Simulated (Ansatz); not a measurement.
Theory: DFT PBE, scalar-relativistic, plane waves, PAW (Ansatz 0.2.0). Settings: cutoff 420 eV, Γ-centred meshes spaced at most about 0.3 Å⁻¹, and about 0.25 Å⁻¹ or finer for metals (2π included), Gaussian smearing. No spin polarisation in the final relaxations.

Temperature and zero-point effects are left out.

Two forms of Ca4Au were relaxed alike.

A.

```xyz
5
Lattice="-3.5882 3.5882 3.5882 3.5882 -3.5882 3.5882 3.5882 3.5882 -3.5882" Properties=species:S:1:pos:R:3 pbc="T T T"
Ca    1.7941   -1.7941    1.7941
Ca    1.7941    1.7941    1.7941
Ca    1.7941    1.7941   -1.7941
Ca   -1.7941    1.7941    1.7941
Au    0.0000    0.0000    0.0000
```

B.

```xyz
5
Lattice="5.9319 0.0000 0.0000 0.0000 5.9319 0.0000 0.0000 0.0000 5.9319" Properties=species:S:1:pos:R:3 pbc="T T T"
Ca    4.3189    4.3189    4.3189
Ca    1.6130    1.6130    4.3189
Ca    1.6130    4.3189    1.6130
Ca    4.3189    1.6130    1.6130
Au    0.0000    0.0000    0.0000
```

Question: Which is lower in energy, and by how much?

Answer: A is lower, by 96 meV/atom. A has space group Im-3m (No. 229), 37.0 Å³/atom and no gap on its mesh; B has space group P-43m (No. 215), 41.7 Å³/atom and no gap. Counting all near atoms (those within 1.25 times the shortest distance at each site; a plus sign parts nearer from farther groups), A has Ca 2+6, Au 8 and B has Ca 1, Au 4. The denser one is the lower, and pressure would at first widen the difference. In A, Ca is surrounded by 2 Au at 3.11 Å and 6 Ca at 3.59 Å; around Au lie 8 Ca at 3.11 Å. In B, around Ca lie 1 Au at 2.79 Å and 3 Ca at 3.83 Å; around Au lie 4 Ca at 2.79 Å. Both come from invented guesses. A third cell relaxed alike, in Pm-3m, lies 132 meV/atom below the lower of the two.

Spin–orbit coupling, which can matter for Au, is left out. A magnetic state wasn't ruled out in cells without spin, among them P-43m. Cells relaxed within their symmetry can be saddle points.
